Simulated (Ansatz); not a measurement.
AlN in space group P4_2/mnm (No. 136; Al on 4g, N on 4f), the program Ansatz at the PBEsol level (PAW). The conduction-band minimum lies at Γ, with 1 equivalent valley. Second derivatives d²E/dk² of the lowest band at one valley (eV·Å²), along Cartesian directions:

```
direction  d²E/dk²
---------  -------
[100]        23.90
[010]        23.90
[001]        22.13
[110]        23.90
[101]        23.02
[011]        23.02
```

**Question.** Find the principal effective masses, the density-of-states mass and the conductivity mass.

**Answer.** Off-diagonal terms follow from H_xy = H[110] − (H_xx + H_yy)/2, and m*/mₑ = 7.620 eV·Å² over each eigenvalue: 0.32, 0.32, 0.34. One valley's DOS mass (m₁m₂m₃)^(1/3) = 0.33, conductivity mass 3/(Σ 1/mᵢ) = 0.33 mₑ.

**Question.** What effective density of states Nc follows at 300 K for parabolic valleys?

**Answer.** Nc = 2.509e19 × 1 × (0.33)^(3/2) ≈ 4.8e18 cm⁻³.

**Question.** With the computed static dielectric constant 8.34 (mean of the diagonal), estimate a hydrogenic donor's binding energy and radius.

**Answer.** E = 13.606 eV × 0.33/8.34² ≈ 65 meV; a = 0.529 Å × ε/m* ≈ 13 Å. Semilocal masses tend to be too small where the gap is.

The start of the workflow was typed in or built on a structure type; neither database checked (COD, Materials Project) lists it. It is not the phase usual at ambient conditions (space group No. 186, 216). The cell was relaxed with PBEsol under the symmetry of its start; phonons on a q-mesh show no instability.

Potentials: the later of the program's two PAW sets.
